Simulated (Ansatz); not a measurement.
InP:
Space group P4₂/mnm (No. 136); a = 7.2758 Å, b = 7.2758 Å, c = 4.2160 Å, α = 90.00°, β = 90.00°, γ = 90.00°

```tsv
atom	site	symmetry	x	y	z
In	4g	m.2m	0.1781	0.1781	0.5000
P	4f	m.2m	0.3195	0.3195	0.0000
```

Relaxed with PBE.

Which orbitals make up the states near the band edges in plane-wave PAW PBE (Ansatz code)?

Top 1 eV of the valence band: P 3p 80 %, In 5p 16 %. Bottom 1 eV of the conduction band: In 5s 36 %, P 3s 23 %, P 3p 22 %, In 5p 15 %. Projections are on Löwdin-orthogonalised atomic valence shells; empty p or d shells of many metals are not among them.

Tabulate the density of states.

States/eV per cell of 8 atoms, in 0.25 eV bins, energy from the valence-band maximum.

```tsv
E (eV)	total	P 3p	In 5p	In 5s
-7.85	0.00	0.00	0.00	0.00
-7.60	0.00	0.00	0.00	0.00
-7.35	0.00	0.00	0.00	0.00
-7.10	0.00	0.00	0.00	0.00
-6.85	0.00	0.00	0.00	0.00
-6.60	0.00	0.00	0.00	0.00
-6.35	0.00	0.00	0.00	0.00
-6.10	0.01	0.00	0.00	0.00
-5.85	0.86	0.41	0.03	0.40
-5.60	1.93	0.90	0.08	0.90
-5.35	6.35	2.92	0.32	2.94
-5.10	3.56	1.65	0.23	1.49
-4.85	4.35	2.01	0.30	1.69
-4.60	3.35	1.55	0.24	1.24
-4.35	2.31	1.06	0.16	0.81
-4.10	1.91	0.89	0.14	0.64
-3.85	1.74	0.83	0.16	0.52
-3.60	1.80	0.91	0.31	0.37
-3.35	2.31	1.24	0.57	0.31
-3.10	3.61	2.03	1.06	0.31
-2.85	4.15	2.44	1.28	0.25
-2.60	3.50	2.17	1.10	0.12
-2.35	3.66	2.26	1.06	0.18
-2.10	6.64	4.26	1.91	0.25
-1.85	7.76	5.22	2.21	0.17
-1.60	6.64	4.62	1.66	0.18
-1.35	7.27	5.23	1.71	0.14
-1.10	8.51	6.39	1.79	0.12
-0.85	6.84	5.29	1.28	0.09
-0.60	3.98	3.22	0.62	0.03
-0.35	2.24	1.90	0.27	0.01
-0.10	0.72	0.64	0.06	0.00
0.15	0.00	0.00	0.00	0.00
0.40	0.00	0.00	0.00	0.00
0.65	0.00	0.00	0.00	0.00
0.90	0.01	0.00	0.00	0.01
1.15	0.04	0.01	0.00	0.02
1.40	0.20	0.05	0.03	0.07
1.65	1.19	0.24	0.30	0.36
1.90	3.57	0.75	0.97	1.06
2.15	6.08	1.53	1.59	1.78
2.40	5.27	1.49	1.28	1.51
2.65	4.94	1.40	1.37	1.28
2.90	5.62	1.72	1.52	1.46
3.15	4.27	1.11	1.52	0.84
3.40	4.21	0.90	1.83	0.65
3.65	6.72	1.39	3.10	0.88
3.90	4.14	0.77	2.15	0.39
4.15	4.74	0.79	2.70	0.27
4.40	7.46	1.41	4.10	0.39
4.65	5.70	1.12	3.15	0.23
4.90	5.78	1.15	3.14	0.22
5.15	6.11	1.37	2.90	0.36
5.40	6.45	1.36	3.10	0.24
```

Space group P4_2/mnm. The start of the workflow was typed in or built on a structure type; neither database checked (COD, Materials Project) lists it. It is not the phase usual at ambient conditions (space group No. 216). The PBE relaxation kept the symmetry of its start; its stability against distortions is not shown here. The volume moved by 25 % from the start of the relaxation. Scalar-relativistic: spin–orbit coupling is off unless named, which matters more the heavier the elements.

Potentials: the later of the program's two PAW sets.
